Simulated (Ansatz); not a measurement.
In2SeS:
Space group P3m1 (No. 156); a = 4.0511 Å, b = 4.0511 Å, c = 9.5823 Å, α = 90.00°, β = 90.00°, γ = 120.00°

```csv
atom,site,symmetry,x,y,z
In,1a,3m.,0.0000,0.0000,0.4455
In,1b,3m.,0.3333,0.6667,0.0346
Se,1b,3m.,0.3333,0.6667,0.5734
S,1a,3m.,0.0000,0.0000,0.1946
```

Relaxed with plane-wave PAW r²SCAN (Ansatz code). Indices refer to the conventional cell of P3m1, a = 4.0511 Å, b = 4.0511 Å, c = 9.5823 Å, α = 90.00°, β = 90.00°, γ = 120.00°.

**Question.** Simulate the powder diffraction pattern (Co Kα, λ = 1.79026 Å; lines above 1 %) up to 2θ = 90°.

**Answer.** Simulated powder pattern, Co Kα, λ = 1.79026 Å (kinematic, ideal powder, no thermal factors, no anomalous dispersion; the 30 strongest lines at most, above 1 %, up to 2θ = 90°):

```tsv
2θ (°)	d (Å)	I/Imax (%)	hkl
10.72	9.582	54	(0001)
21.54	4.791	83	(0002)
29.56	3.508	72	(1 0 -1 0)
31.53	3.294	83	(1 0 -1 1)+(0 1 -1 1)
32.55	3.194	3.4	(0003)
36.87	2.831	100	(0 1 -1 2)+(1 0 -1 2)
43.88	2.396	1.9	(0004)
44.54	2.362	43	(1 0 -1 3)+(0 1 -1 3)
52.45	2.026	56	(1 1 -2 0)
53.70	1.982	5.8	(1 1 -2 1)
53.80	1.978	65	(0 1 -1 4)+(1 0 -1 4)
55.69	1.916	6.3	(0005)
57.34	1.866	37	(1 1 -2 2)
61.37	1.754	9.2	(2 0 -2 0)
62.50	1.726	12	(0 2 -2 1)+(2 0 -2 1)
63.11	1.711	3.2	(1 1 -2 3)
64.31	1.682	9.2	(1 0 -1 5)+(0 1 -1 5)
65.83	1.647	19	(2 0 -2 2)+(0 2 -2 2)
70.72	1.547	2.8	(1 1 -2 4)
71.21	1.538	11	(0 2 -2 3)+(2 0 -2 3)
76.02	1.454	12	(1 0 -1 6)+(0 1 -1 6)
78.46	1.415	22	(2 0 -2 4)+(0 2 -2 4)
80.03	1.392	13	(1 1 -2 5)
81.67	1.369	3.3	(0007)
84.92	1.326	7.6	(2 1 -3 0)
85.92	1.314	10.0	(2 1 -3 1)+(1 2 -3 1)
87.54	1.294	4.1	(0 2 -2 5)+(2 0 -2 5)
88.92	1.278	18	(1 2 -3 2)+(2 1 -3 2)
89.16	1.275	4.2	(1 0 -1 7)+(0 1 -1 7)
```

The start of the workflow was typed in or built on a structure type; neither database checked (COD, Materials Project) lists it. Its standing as an ambient phase is unchecked. The cell was relaxed with r²SCAN under the symmetry of its start; whether a distortion lowers the energy is not shown.

Potentials: the earlier of the program's two PAW sets. The files were generated under PBE; for other functionals the program regenerates the frozen cores, and for LDA and PBEsol the local potential too.
